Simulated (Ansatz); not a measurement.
Ge₂Sb₂TeSe₄ in space group P-3m1 (No. 164; Pearson symbol hP9), r²SCAN+D4 (plane waves, PAW; program Ansatz), all energies at zero smearing, with the estimated change up to a 700 eV cutoff added, with one set of potentials and settings (totals compare only within such a set). Cell of 9 atoms (2 Ge, 2 Sb, 1 Te, 4 Se): -50514.274 eV.

```json
[
 {"element": "Ge", "reference phase": "Fd-3m, 2 atoms in the cell", "E (eV/atom)": "-4303.0261"},
 {"element": "Sb", "reference phase": "R-3m, 2 atoms in the cell", "E (eV/atom)": "-6499.3628"},
 {"element": "Te", "reference phase": "P3_121, 3 atoms in the cell", "E (eV/atom)": "-6995.0583"},
 {"element": "Se", "reference phase": "P3_121, 3 atoms in the cell", "E (eV/atom)": "-5478.2650"}
]
```

Formation energy per atom, worked out: (-50514.274 − 2×(-4303.0261) − 2×(-6499.3628) − 1×(-6995.0583) − 4×(-5478.2650))/9 = -0.153 eV/atom (-15 kJ per mol of atoms), at 0 K, without zero-point energy or fitted corrections.

The start of the workflow was typed in or built on a structure type; neither database checked (COD, Materials Project) lists it. Its standing as an ambient phase is unchecked. The r²SCAN+D4 relaxation kept the symmetry of its start; its stability against distortions is not shown here. The references are the lowest solids computed at this level, not always the standard phases. Spin–orbit coupling is left out wherever it is not named.

Potentials: the earlier of the program's two PAW sets.
